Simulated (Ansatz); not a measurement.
All numbers below come from DFT PBE, scalar-relativistic, plane waves, PAW, and for the lanthanide a 4f-in-core norm-conserving potential (Ansatz). All cells share a 690 eV cutoff and Γ-centred k meshes spaced at most about 0.3 Å⁻¹ (about 0.25 or finer for metals, 2π included). No spin polarisation in the final relaxations.

Temperature and zero-point effects are left out.

Two relaxed structures of KTmH4:

1.

```
CELL_PARAMETERS angstrom
0.00000 3.19998 3.19998
3.19998 0.00000 3.19998
3.19998 3.19998 0.00000
ATOMIC_POSITIONS crystal
K 0.25000 0.25000 0.25000
Tm 0.00000 0.00000 0.00000
H 0.63107 0.10679 0.63107
H 0.63107 0.63107 0.10679
H 0.63107 0.63107 0.63107
H 0.10679 0.63107 0.63107
```

2.

```
CELL_PARAMETERS angstrom
2.31420 -3.41446 0.00000
2.31420 3.41446 0.00000
0.00000 0.00000 4.31935
ATOMIC_POSITIONS crystal
K 0.00000 0.00000 0.00000
Tm 0.50000 0.50000 0.50000
H 0.64338 0.35662 0.00000
H 0.16953 0.83047 0.50000
H 0.83047 0.16953 0.50000
H 0.35662 0.64338 0.00000
```

Task: Which form is favoured at zero pressure, and by what margin per atom?

Result: Cell 2 is lower, by 0.63 eV/atom. Cell 1 has space group F-43m (No. 216), 10.9 Å³/atom and a gap of 1.12 eV on its mesh; cell 2 has space group Cmmm (No. 65), 11.4 Å³/atom and no gap. Counting H atoms around K and Tm (those within 1.25 times the shortest such distance or 1.15 times the sum of covalent radii, 1.27 where that leaves under three; a plus sign parts nearer from farther groups), cell 1 has K 12, Tm 12 and cell 2 has K 10, Tm 6+4. The lower one is the more open, so pressure narrows the difference. In cell 1, K is surrounded by 12 H at 2.67 Å and 4 Tm at 2.77 Å; Tm has 12 H at 2.64 Å and 4 K at 2.77 Å; around H lie 3 H at 2.15 Å, 3 H at 2.37 Å, 3 Tm at 2.64 Å and 3 K at 2.67 Å. In cell 2, K has 10 H at 2.44–2.51 Å, 4 Tm at 3.17 Å, 8 H at 3.89 Å and 4 Tm at 4.04 Å; around Tm lie 6 H at 2.26–2.37 Å, 4 H at 2.59 Å, 4 K at 3.17 Å, 8 H at 3.99 Å and 4 K at 4.04 Å; H on its first site has 1 H at 1.96 Å, 2 Tm at 2.37 Å, 3 K at 2.44–2.51 Å and 2 H at 2.51 Å; 1 more site not described. Both come from invented guesses. A third cell relaxed alike, in P-3m1, lies 221 meV/atom below the lower of the two.

Kohn–Sham gaps at this level usually fall short of measured ones. The zero gap of Cmmm may come from the functional, which often closes small gaps, or the cell may be a true semimetal. With hydrogen, zero-point motion can shift such differences by 10 meV/atom or more. Cells relaxed within their symmetry can be saddle points.

The lanthanide is trivalent by construction, without f bands, f moments or other valences.
